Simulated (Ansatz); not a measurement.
SiO$_{2}$:
```
SiO2
1.0
    4.86652     0.00000     0.00000
   -2.43326     4.21453     0.00000
    0.00000     0.00000     5.36572
O Si
6 3
Direct
  0.41117   0.27598   0.22107
  0.72402   0.13519   0.55441
  0.86481   0.58883   0.88774
  0.27598   0.41117   0.77893
  0.13519   0.72402   0.44559
  0.58883   0.86481   0.11226
  0.46481   0.00000   0.33333
  0.00000   0.46481   0.66667
  0.53519   0.53519   0.00000
```

x, y and z are the axes in which the lattice vectors are written.

### Question
Give the high-frequency dielectric tensor and the Born effective charge tensors of the independent atoms from DFPT, LDA (plane waves, PAW; program Ansatz).

### Answer

ε∞:
```
2.52  0.00  0.00
0.00  2.52  0.00
0.00  0.00  2.56
```
Z* of atom 1 (O), rows: field, columns: displacement, in e:
```
-1.31   0.50  -0.31
 0.45  -2.01   0.70
-0.25   0.74  -1.72
```
Z* of atom 7 (Si), rows: field, columns: displacement, in e:
```
 3.00   0.00   0.00
 0.00   3.64   0.32
 0.00  -0.28   3.45
```

Space group P3_121. Symmetry was held in the LDA relaxation.

Potentials: the later of the program's two PAW sets.
